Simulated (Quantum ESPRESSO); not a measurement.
Parts of the isotropic shielding in Ga₂O₃, by PBE GIPAW (a modified build of Quantum ESPRESSO, JTH PAW datasets), 22.5 Ha, k-mesh 5×5×5 shifted:

```
CELL_PARAMETERS angstrom
      2.49870     1.44263     4.48355
     -2.49870     1.44263     4.48355
      0.00000    -2.88525     4.48355
ATOMIC_POSITIONS crystal
  Ga 0.85559 0.85559 0.85559
  Ga 0.14441 0.14441 0.14441
  Ga 0.64441 0.64441 0.64441
  Ga 0.35559 0.35559 0.35559
  O  0.75000 0.44684 0.05316
  O  0.25000 0.55316 0.94684
  O  0.05316 0.75000 0.44684
  O  0.94684 0.25000 0.55316
  O  0.44684 0.05316 0.75000
  O  0.55316 0.94684 0.25000
```
Geometry: a computed entry of the Materials Project; it was not checked against measured cells. It is Ga2O3 in R-3c. Stability against distortions was not tested.

The core term is that of the free atom's frozen core; the paramagnetic column sums the reconstruction terms. Shieldings are absolute and leave out the bulk-susceptibility term; a larger σ means a smaller chemical shift. By our sweeps, such settings leave a few ppm in absolute σ on light atoms and up to some 20 ppm from Zn on.

```
site                           core  bare (smooth current)  diamagnetic correction  paramagnetic corrections  σ_iso (ppm)
---------------------------  ------  ---------------------  ----------------------  ------------------------  -----------
Ga (atoms 1, 2, 3, 4)        2363.1                   12.0                   274.1                         ?            ?
O (atoms 5, 6, 7, 8, 9, 10)   271.1                   26.8                    26.2                         ?            ?
```

Question: Complete the blanks.

Answer: 
- Ga (atoms 1, 2, 3, 4), paramagnetic corrections: -1008.5
- Ga (atoms 1, 2, 3, 4), σ_iso (ppm): 1640.7
- O (atoms 5, 6, 7, 8, 9, 10), paramagnetic corrections: -236.3
- O (atoms 5, 6, 7, 8, 9, 10), σ_iso (ppm): 87.7
